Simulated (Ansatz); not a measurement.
# Two states of EuHg2

```yaml
crystal:
  lattice:
    - [4.99880, 0.00000, 0.00000]
    - [-4.99880, 8.65819, 0.00000]
    - [0.00000, 0.00000, 3.72647]
  atoms:
    - { symbol: Eu, position: [0.00000, 0.00000, 0.00000] }
    - { symbol: Eu, position: [0.00000, 0.50000, 0.00000] }
    - { symbol: Hg, position: [0.33330, 0.33335, 0.50000] }
    - { symbol: Hg, position: [0.33330, 0.83335, 0.50000] }
    - { symbol: Hg, position: [0.66660, 0.16665, 0.50000] }
    - { symbol: Hg, position: [0.66660, 0.66665, 0.50000] }
```

Level: r2SCAN; 500 eV; 6×3×6 Γ-centred mesh; methfessel-paxton occupations (width 0.0355 eV); Ansatz 0.2.0, fixed geometry.

State A: Eu1 up, Eu2 up (collinear spin). State B: Eu1 down, Eu2 up (collinear spin).

**Question.** Compare the two self-consistent states.

**Answer.** State B is lower by 4.2 meV an atom at zero smearing. So small a gap isn't resolved on this mesh where a state is a metal.

| state | free energy (meV/atom) | largest moment in a small sphere (μB) | net moment (μB/cell) | gap on mesh (eV) | pressure (GPa) | largest force (eV/Å) |
| --- | --- | --- | --- | --- | --- | --- |
| A | 4.2 | 6.87 | 13.89 | metal | -0.4 | 0.00 |
| B | 0.0 | 6.91 | 0.00 | metal | -0.4 | 0.02 |

Origin: a database entry at a rescaled volume. Caveats: f shells without a U or exact exchange are poorly placed.
